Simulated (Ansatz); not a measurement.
Level of theory: Ansatz 0.2.0, DFT PBE, scalar-relativistic, plane waves, PAW. All cells share a 420 eV cutoff and Γ-centred k meshes spaced at most about 0.3 Å⁻¹ (about 0.25 or finer for metals, 2π included). No spin polarisation in the final relaxations.

These are static total energies at zero pressure.

Two relaxed structures of RbMgH2:

1.

Space group P6_3/mmc (No. 194). a = 3.920 Å, b = 3.920 Å, c = 12.050 Å, α = 90.00°, β = 90.00°, γ = 120.00°
| atom | site | symmetry | x | y | z |
| --- | --- | --- | --- | --- | --- |
| Rb | 2a | -3m. | 0.0000 | 0.0000 | 0.0000 |
| Mg | 2d | -6m2 | 0.6667 | 0.3333 | 0.2500 |
| H | 2b | -6m2 | 0.0000 | 0.0000 | 0.2500 |
| H | 2c | -6m2 | 0.3333 | 0.6667 | 0.2500 |

2.

Space group P6/mmm (No. 191). a = 4.732 Å, b = 4.732 Å, c = 9.202 Å, α = 90.00°, β = 90.00°, γ = 120.00°
```json
{"atom": "Rb", "site": "1a", "symmetry": "6/mmm", "x": "0.0000", "y": "0.0000", "z": "0.0000"}
{"atom": "Mg", "site": "1b", "symmetry": "6/mmm", "x": "0.0000", "y": "0.0000", "z": "0.5000"}
{"atom": "H", "site": "2c", "symmetry": "-6m2", "x": "0.3333", "y": "0.6667", "z": "0.0000"}
```

Question: Which is lower in energy, and by how much?

Answer: Cell 1 is lower, by 0.44 eV/atom. Cell 1 has space group P6_3/mmc (No. 194), 20.0 Å³/atom and no gap on its mesh; cell 2 has space group P6/mmm (No. 191), 44.6 Å³/atom and no gap. Counting H atoms around Mg and Rb (those within 1.25 times the shortest such distance or 1.15 times the sum of covalent radii, 1.27 where that leaves under three; the shortest distance is added where it exceeds 1.18 times the sum of covalent radii), cell 1 has Rb 2, Mg 6 and cell 2 has Rb 6, Mg 12 from 5.4 Å. Even the lower one lies +0.42 eV/atom against the reference forms of the elements (uncorrected), so neither is stable at this level. Both come from invented guesses.

Weakly bound directions are ill-defined at this level, which has no dispersion term (P6/mmm), and this can change margins and order among such cells. With hydrogen, zero-point motion can shift such differences by 10 meV/atom or more. A magnetic state wasn't ruled out in cells without spin, among them P6/mmm. Cells relaxed within their symmetry can be saddle points.
